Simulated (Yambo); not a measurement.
Quantum ESPRESSO input (LDA, PseudoDojo standard norm-conserving files, scalar-relativistic) whose wavefunctions are converted with p2y:

```
&CONTROL
  calculation = 'nscf'
  pseudo_dir = './pseudo'
  outdir = './out'
/
&SYSTEM
  ibrav = 0
  nat = 10
  ntyp = 4
  ecutwfc = 88.0
  ecutrho = 352.0
  occupations = 'fixed'
  force_symmorphic = .true.
  nbnd = 316
/
&ELECTRONS
  conv_thr = 1e-08
  diago_full_acc = .true.
  diago_thr_init = 1e-08
/
ATOMIC_SPECIES
Na 22.9898 Na.upf
Cl 35.4500 Cl.upf
Sc 44.9559 Sc.upf
Cs 132.9055 Cs.upf
CELL_PARAMETERS angstrom
  0.000000000000   5.332470000000   5.332470000000
  5.332470000000   0.000000000000   5.332470000000
  5.332470000000   5.332470000000   0.000000000000
ATOMIC_POSITIONS crystal
Na   0.500000000000   0.500000000000   0.500000000000
Cl   0.764730000000   0.235270000000   0.235270000000
Cl   0.235270000000   0.764730000000   0.764730000000
Cl   0.235270000000   0.764730000000   0.235270000000
Cl   0.764730000000   0.235270000000   0.764730000000
Cl   0.235270000000   0.235270000000   0.764730000000
Cl   0.764730000000   0.764730000000   0.235270000000
Sc   0.000000000000   0.000000000000   0.000000000000
Cs   0.750000000000   0.750000000000   0.750000000000
Cs   0.250000000000   0.250000000000   0.250000000000
K_POINTS automatic
1 1 1 0 0 0
```

Yambo's initialisation report on symmetry, reciprocal space, the k grid and the gaps on this mesh:

```
  [02.02] Symmetries
  ==================

  Inversion symmetry    : yes
  Spatial inversion     : yes
  Inversion index       :  25
  K-space Time-reversal : no
  Magnetic symmetries   : no
  Group table correct   : yes
  Symmetries units      :  [cc]

  [02.03] Reciprocal space
  ========================

  nG shells         :  1210
  nG charge         :  228489
  nG WFs            :  28571
  nC WFs            :  28571
  G-vecs. in first 80 shells:  [ Number ]
     1    9   15   27   51   59   65   89  113
    137   169   181   229   259   283   307   331   339
    387   411   459   531   537   561   609   645   701
    725   749   821   869   893   941   965  1037  1067
   1139  1211  1243  1291  1363  1411  1459  1471  1591
   1639  1687  1759  1807  1837  1893  1917  1989  2085
   2109  2133  2229  2277  2397  2421  2445  2565  2637
   2685  2733  2741  2837  2891  2975  3071  3119  3143
    3215   3287   3383   3479   3527   3647   3695   3719
  ...
  Shell energy in first 80 shells:  [ mHa ]
     0.0000  145.7929  194.3906  388.7811  534.5740  583.1717  777.5622  923.3551  971.9528
    1166.34      1312.14      1555.12      1700.92      1749.52      1943.91      2089.70      2138.30      2332.69
    2478.48      2527.08      2721.47      2867.26      3110.25      3256.04      3304.64      3499.03      3644.82
    3693.42      3887.81      4033.60      4082.20      4276.59      4422.39      4665.37      4811.17      4859.76
    5054.15      5199.95      5248.55      5588.73      5637.33      5831.72      5977.51      6220.50      6366.29
    6414.89      6609.28      6755.07      6803.67      6998.06      7143.85      7192.45      7386.84      7532.63
    7775.62      7921.42      7970.01      8164.40      8310.20      8358.79      8553.18      8698.98      8747.58
    8941.97      9087.76      9330.75      9476.54      9525.14      9719.53      9865.32      9913.92      10108.3
    10254.1      10302.7      10497.1      10642.9      10885.9      11031.7      11080.3      11274.7
  ...

  [02.04] K-grid lattice
  ======================

  Compatible Grid is   : 0D
  K lattice UC volume  :  0.121207 [a.u.]

  IBZ K-points                                      :  1
  BZ  K-points                                      :  1

  K/Q-points units:
  rlu = crystal or reduced units; cc = cartesian coordinates; iku = interal k-units

  K [1]          [rlu]:  0.000000  0.000000  0.000000
         WF components:  28571

  [02.05] Energies & Occupations
  ==============================

  [X] === General ===
  [X] Electronic Temperature                        :  0.000000  0.000000 [eV K]
  [X] Bosonic    Temperature                        :  0.000000  0.000000 [eV K]
  [X] Finite Temperature mode                       : no
  [X] El. density                                   :  0.26380E+24 [cm-3]
  [X] Fermi Level                                   :  1.744006 [eV]

  [X] === Gaps and Widths ===
  [X] Conduction Band Min                           :  3.783780 [eV]
  [X] Valence Band Max                              :  0.000000 [eV]
  [X] Filled Bands                                  :   40
  [X] Empty Bands                                   :   41  316
  [X] Direct Gap                                    :  3.783780 [eV]
  [X] Direct Gap localized at k                     :  1
```
The gaps are LDA values on this mesh alone; only operations without fractional translations are kept.

Geometry of the Materials Project entry, not relaxed at this level.
